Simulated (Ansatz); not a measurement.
25Mg NMR of the central transition in KMgH3N2

Cell: a structure deposited in the COD, ions relaxed with PBE at fixed cell.

Space group Pnma (No. 62); a = 9.3497, b = 3.6631, c = 9.8901 Å.

```csv
site,Wyckoff,site symmetry,x,y,z
K,4c,.m.,0.2263,0.7500,0.1624
Mg,4c,.m.,0.0353,0.2500,0.3951
H9,4c,.m.,0.2347,0.7500,0.4530
H13,8d,1,0.4425,0.0322,0.3609
N21,4c,.m.,0.1248,0.7500,0.4548
N25,4c,.m.,0.4847,0.2500,0.3095
```

One atom of each set is listed.

Computed with Ansatz: DFT, r2SCAN, plane waves and PAW, scalar-relativistic, 500 eV cutoff, Γ-centred 3×8×3 k-points, Fermi–Dirac smearing 0.02 eV.

25Mg has I = 5/2 and Q = 199.4 mb (Pyykkö 2018); at 14.1 T its Larmor frequency is ν₀ = 36.8 MHz. Only the quadrupole interaction is simulated: positions count from each site's isotropic chemical shift, and J coupling is left out, as are shift anisotropy and dipolar coupling, which fast spinning averages.

Q: Give C_Q, η, the quadrupolar product P_Q = |C_Q|(1 + η²/3)^½, the second-order isotropic shift and the breadth of the pattern (fast magic-angle spinning) for each Mg site.

A: 

```tsv
site	first shell	C_Q (MHz)	η	P_Q (MHz)	δ_QIS (ppm)	breadth (kHz)
Mg	4 N at 2.08–2.11 Å	6.21	0.44	6.41	-182	15.5
```

δ_QIS = −(ν_Q²/30ν₀²)[I(I+1) − 3/4](1 + η²/3) × 10⁶ ppm with ν_Q = 3|C_Q|/[2I(2I−1)]; it falls as 1/B₀² in ppm, and the breadth as 1/B₀ in kHz.

The broadest static pattern spans 46 kHz. The table holds for spinning faster than that; slower spinning leaves sidebands.

The largest force is 0.3 eV/Å, so the atoms aren't at the calculated equilibrium and relaxing them would move these values.

Hardware: 2 threads of Intel Xeon Processor @ 2.50GHz (Skylake/Cascade Lake) (x86_64; 62 cores open to the job, memory cap 5.0 GiB, no GPU), a shared host with a load of 0.8 a core. Wall time 1.7 min, CPU time 3.2 min, peak memory 1.6 GiB.
